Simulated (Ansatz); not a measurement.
**Does this entry for K2PtC6N6 lie near equilibrium?**

The cell is a COD entry, atoms as given.

```cif
data_K2PtC6N6
_symmetry_space_group_name_H-M 'P-31m'
_symmetry_Int_Tables_number 162
_cell_length_a 7.3928
_cell_length_b 7.3928
_cell_length_c 6.6613
_cell_angle_alpha 90.000
_cell_angle_beta 90.000
_cell_angle_gamma 120.000
loop_
_atom_site_label
_atom_site_type_symbol
_atom_site_symmetry_multiplicity
_atom_site_Wyckoff_symbol
_atom_site_fract_x
_atom_site_fract_y
_atom_site_fract_z
K K 2 d 0.3333 0.6667 0.5000
Pt Pt 1 a 0.0000 0.0000 0.0000
C C 6 k 0.2222 0.2222 0.1748
N N 6 k 0.3460 0.3460 0.2753
```

One atom of each set is listed.

Method: Kohn–Sham DFT in Ansatz, PBE, plane waves and PAW, scalar-relativistic, 420 eV cutoff, Γ-centred 5×5×5 k-points, Fermi–Dirac smearing 0.05 eV.

Problem. Do the atoms and the cell lie near the calculated equilibrium?

Solution. No. The largest force is 3.6 eV/Å, on atom 10 (N: 1 C at 1.13 Å; also 2 K at 2.84 Å, 1 Pt at 3.15 Å), and the pressure is 5.0 GPa. Such values can come from imprecise or misplaced coordinates, missing atoms or a wrong setting of the space group; the run alone doesn't tell which, and gradients calculated on this entry can't be taken for those of the compound at ambient conditions.
